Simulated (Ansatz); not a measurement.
Starting cell, TiAl3 (D022 type, space group I4/mmm):

```
CELL_PARAMETERS angstrom
     -1.91209     1.91209     4.28030
      1.91209    -1.91209     4.28030
      1.91209     1.91209    -4.28030
ATOMIC_POSITIONS crystal
  Al 0.50000 0.50000 0.00000
  Al 0.75000 0.25000 0.50000
  Al 0.25000 0.75000 0.50000
  Ti 0.00000 0.00000 0.00000
```

Scan: atom 2 (Al, nearest neighbour Al at 2.704 Å; its periodic images, 3.8 Å or more away, move with it) is displaced towards the nearest neighbour, direction (-0.707, -0.707, 0.000) in Cartesian axes, by s. The other atoms stay.

These are r2SCAN (plane waves to 500 eV, PAW, scalar-relativistic; Ansatz, a program for electronic structure) values and carry that method's errors. k mesh 14×14×14 (Γ-centred), Fermi-Dirac smearing 0.05 eV. The energy includes the smearing's −TS. With partly filled bands, energies and forces of such displacements shift with the k mesh and the smearing. TiAl3 is run without spin polarisation. TiAl3 was relaxed with its symmetry unable to fall. ΔE is measured from the undisplaced structure. The last digit holds for this mesh only.

```json
[
 {"s (Å)": "-0.540", "ΔE (meV/cell)": "1370.8"},
 {"s (Å)": "-0.432", "ΔE (meV/cell)": "816.7"},
 {"s (Å)": "-0.324", "ΔE (meV/cell)": "433.5"},
 {"s (Å)": "-0.216", "ΔE (meV/cell)": "withheld"},
 {"s (Å)": "-0.108", "ΔE (meV/cell)": "45.0"},
 {"s (Å)": "0.000", "ΔE (meV/cell)": "0.0"},
 {"s (Å)": "0.108", "ΔE (meV/cell)": "45.0"},
 {"s (Å)": "0.216", "ΔE (meV/cell)": "withheld"},
 {"s (Å)": "0.324", "ΔE (meV/cell)": "433.5"},
 {"s (Å)": "0.432", "ΔE (meV/cell)": "816.7"},
 {"s (Å)": "0.540", "ΔE (meV/cell)": "1370.8"}
]
```

Question: Fit an even polynomial form (powers 2, 4, 6) to the given rows and predict ΔE at s = -0.216.

Answer: Least squares on the 9 given rows: ΔE = (3821)·s² + (2901)·s⁴ + (404.2)·s⁶, in meV/cell with s in Å; root-mean-square residual 0.06 meV/cell. At -0.216 the fit gives 184.6 meV/cell; the calculation gives 184.6 meV/cell, the same to the digits shown. The quadratic term alone would give 178.3 meV/cell.

(For displaced atoms, the force is minus the slope of the energy, and its curvature is a force constant, which sets phonon frequencies.)
